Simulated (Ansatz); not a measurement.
Input and command of a calculation in Ansatz (plane waves; scalar-relativistic PAW potentials unless the input names others):

```yaml
crystal:
  lattice:
    - [3.5143218295, 0.0, 0.0]
    - [0.0, 3.5143218295, 0.0]
    - [0.0, 0.0, 3.5143218295]
  atoms:
    - { symbol: Mn, position: [0.0, 0.5, 0.5], spin: 2.14 }
    - { symbol: Mn, position: [0.5, 0.0, 0.5], spin: 2.14 }
    - { symbol: Mn, position: [0.5, 0.5, 0.0], spin: 2.14 }
    - { symbol: O, position: [0.0, 0.0, 0.0], spin: 0.19 }
basis:
  ecutwfc: "800 eV"
kpoints:
  mp_grid: { grid: [5, 5, 5] }
hamiltonian:
  xc: pbe
scf:
  occupations: { method: gaussian, width: 0.1 }
  algorithm: direct_min
output:
  forces: true
  eigenvalues: true
  stress: true
magnetization:
  spin_polarized: true
```

```bash
ansatz run input.yaml --threads 1 --pin off --max-ram 2560MiB --backend cpu --events-out ev --progress --plain --runs-dir out
```

Abridged log:
```
Pseudopotentials: kind: paw
Pseudopotential: Mn, paw, valence charge 15, recommended cutoff 420 eV (normal)
Pseudopotential: O, paw, valence charge 6, recommended cutoff 420 eV (normal)
Functional definition: PBE
Crystal: 4 atoms, lattice volume = 43.403 Å³
Basis set: ecut = 800 eV, 2205 PW (Γ), exchange–correlation on 72×72×72 points (8 copies of the dense FFT grid, shifted against one another)
Bands: 35, of which v1, the nominal top of the filled ones, is band 26 counted from 1 (25 counted from 0)
Symmetry: 48 space group operations
Space group: Pm-3m (ITA 221), of the structure as read, at distance tolerance 3.5e-5 Å
Magnetic group: BNS 221.92 (UNI 1594), of the structure as read, at distance tolerance 3.5e-5 Å
k-points: 10 of 125
Initial density: superposition of atomic densities (chi_scale 0.1, normalization cell, long waves kept (reshape's long-wave potential 0.02 eV rms))
Starting moments: Σ|m| = 6.61 μB on 4 of 4 sites
Initial wavefunctions: pseudopotential atomic-orbital guess
Functional: x = pbe(κ = 0.804, μ = 0.21951497), c = pbe(β = 0.06672455)
SCF iter   1: F=—  HF=-12258.832501 eV  |F-HF|=—  |Δ(HF+E_count)|=         —  Δρ=1.21e-1 (↑1.21e-1 ↓9.96e-2) dr2=2.72e1  dr2_m=3.72e-1  M=5.570 μB ∫|m|=5.894 μB  β_m=0.30  ethr=5.28e-2  ⟨swp⟩=2.0  Hψ=3296  notcnv=0
Mixer restart at iter 1: flushing history
spin=Collinear: Kerker preconditioning applied to the charge; magnetization (m = ρ↑ − ρ↓) channel mixes plain (no charge-response kernel on spin).
SCF iter   2: F=—  HF=-12259.129125 eV  |F-HF|=—  |Δ(HF+E_count)|=   2.97e-1  Δρ=7.26e-2 (↑7.26e-2 ↓6.24e-2) dr2=1.26e1  dr2_m=2.25e-1  M=5.359 μB ∫|m|=5.698 μB  β_m=0.55  ethr=5.28e-2  ⟨swp⟩=3.0  Hψ=1438  notcnv=0
SCF iter   3: F=—  HF=-12258.430142 eV  |F-HF|=—  |Δ(HF+E_count)|=   6.99e-1  Δρ=2.72e-2 (↑2.72e-2 ↓2.46e-2) dr2=9.66e-1  dr2_m=3.60e-2  M=5.131 μB ∫|m|=5.290 μB  ethr=1.92e-3  ⟨swp⟩=2.8  Hψ=3120  notcnv=0
Mixer restart at iter 3: flushing history
SCF iter   4: F=—  HF=-12259.311894 eV  |F-HF|=—  |Δ(HF+E_count)|=   8.82e-1  Δρ=2.04e-2 (↑2.04e-2 ↓1.98e-2) dr2=3.24e-1  dr2_m=4.44e-2  M=5.442 μB ∫|m|=5.479 μB  ethr=1.89e-3  ⟨swp⟩=4.0  Hψ=1933  notcnv=0
SCF iter   5: F=—  HF=-12259.232352 eV  |F-HF|=—  |Δ(HF+E_count)|=   7.95e-2  Δρ=8.55e-3 (↑8.55e-3 ↓6.84e-3) dr2=3.92e-2  dr2_m=1.60e-2  M=5.827 μB ∫|m|=5.862 μB  ethr=6.36e-4  ⟨swp⟩=3.1  Hψ=1492  notcnv=0
Mixer restart at iter 5: flushing history
SCF iter   6: F=—  HF=-12259.236630 eV  |F-HF|=—  |Δ(HF+E_count)|=   4.28e-3  Δρ=1.31e-3 (↑1.31e-3 ↓8.74e-4) dr2=1.31e-4  dr2_m=4.26e-4  M=6.116 μB ∫|m|=6.152 μB  ethr=7.69e-5  ⟨swp⟩=3.0  Hψ=1485  notcnv=0
Mixer restart at iter 6: flushing history
SCF iter   7: F=—  HF=-12259.236983 eV  |F-HF|=—  |Δ(HF+E_count)|=   3.53e-4  Δρ=3.55e-4 (↑2.92e-4 ↓3.55e-4) dr2=8.55e-5  dr2_m=2.93e-6  M=6.116 μB ∫|m|=6.152 μB  ethr=2.57e-7  ⟨swp⟩=5.0  Hψ=2406  notcnv=0
SCF iter   8: F=—  HF=-12259.236970 eV  |F-HF|=—  |Δ(HF+E_count)|=   1.32e-5  Δρ=1.04e-4 (↑1.04e-4 ↓4.42e-5) dr2=1.01e-6  dr2_m=2.02e-6  M=6.125 μB ∫|m|=6.162 μB  ethr=1.68e-7  ⟨swp⟩=3.1  Hψ=1354  notcnv=0
Mixer restart at iter 8: flushing history
SCF iter   9: F=—  HF=-12259.236971 eV  |F-HF|=—  |Δ(HF+E_count)|=   1.32e-6  Δρ=8.76e-6 (↑8.76e-6 ↓6.72e-6) dr2=2.77e-8  dr2_m=1.11e-8  M=6.127 μB ∫|m|=6.164 μB  β_m=0.55  ethr=1.98e-9  ⟨swp⟩=4.0  Hψ=1991  notcnv=0
SCF iter  10: F=-12259.236971 eV  HF=-12259.236971 eV  |F-HF|=8.54e-9  |Δ(HF+E_count)|=   4.32e-9  Δρ=4.31e-6 (↑3.66e-6 ↓4.31e-6) dr2=1.12e-8  dr2_m=2.30e-9  M=6.127 μB ∫|m|=6.164 μB  ethr=5.43e-11  ⟨swp⟩=4.0  Hψ=1540  notcnv=0
SCF 1 converged in 10 iterations: F = -12259.236971 eV  dr2 = 1.12e-8
  Residual-converged pass: ⟨swp⟩=2.2  Hψ=1216  notcnv=0  max |occ|·‖R‖ = 6.4e-6 eV (tolerance 6.7e-6 eV) dr2=1.13e-8  dr2_m=2.39e-9  dr2_onsite=4.16e-9  max |Δocc| = 8.8e-11
the search or the solves at the SCF's close seem to have found levels that the self-consistency loop had missed (the run counts 2). By its estimate they hold under 1e-12 electrons; where the run keeps them, the occupations were computed again with them
WARN: an SCF from ferrimagnetic starting moments (-2.14, 2.14, 2.14, 0.19 Bohr magnetons, atom by atom) was not made, by what the run has read of turns of its moments that order reads lower: the deck asks for what bars it, or types moments that do (magnetization.spin_polarized, in the input reference, names some of the keys), or the run goes by scf.lower_state_search: light, the default, which as a rule tries one only behind a close that has lost an order of both signs, or on which an open d or half-filled 4f shell of a PAW file has lost a moment that was set nearer to Hund's than to what is l ...
SCF converged after 10 iterations
Magnetization: 6.1271 μB (28.5635 up, 22.4365 down)
Absolute magnetization: 6.1637 μB (∫|ρ↑−ρ↓|, with the PAW one-centre terms)
Spin contamination: 0.0691 ħ² per cell (⟨S²⟩ above its minimum at these occupations)
Per-site moments (μB) at R_I (Å): [(1.90392389, 1.02506282), (1.90392389, 1.02506282), (1.90392389, 1.02506282), (0.15885998, 1.02506282)]
Free energy (F): -12259.236971 eV
Harris-Foulkes:  -12259.236971 eV  (|F-HF|=8.54e-9)
Internal energy: -12259.212820 eV  (E = F + TS)
E sigma→0 (E₀):  -12259.224896 eV
Entropy (-TS):   -0.024151 eV (-6.038 meV/atom)
Fermi energy:    16.721642 eV
--- Forces (eV/Å), atoms counted from 1 ---
  atom   1  Mn     0.00000000     0.00000000     0.00000000
  atom   2  Mn     0.00000000     0.00000000     0.00000000
  atom   3  Mn     0.00000000     0.00000000     0.00000000
  atom   4  O      0.00000000     0.00000000     0.00000000
--- Stress (GPa, compression-positive) ---
       -0.034478       0.000000       0.000000
        0.000000      -0.034478       0.000000
        0.000000       0.000000      -0.034478
  P = ⅓ Tr σ = -0.0345 GPa (-0.345 kbar)
```

Apart from outputs, empty bands and the relaxation, which only the reference makes, the input differs from a reference run on usual settings in scf.algorithm: not typed → "direct_min"; kpoints.mp_grid.grid: [14, 14, 14] → [5, 5, 5]; basis.ecutwfc: 420 → "800 eV". The reference, at the same geometry, ended its own course with pressure -0.01 GPa, largest force 0.000 eV/Å, no gap on the mesh. This run converged in 10 SCF iterations with an energy at zero smearing 7.32 meV/atom below the reference's, pressure -0.03 GPa, largest force 0.000 eV/Å, no gap on the mesh. Its k mesh is looser than usual, and the result moved.

Moments start parallel, and another magnetic order may lie lower. No Hubbard U is used, which oxides and halides of open 3d shells often need for their gap.

The run took 37 s on 1 thread of Arm Neoverse V2 (shared host), peak memory 0.46 GiB.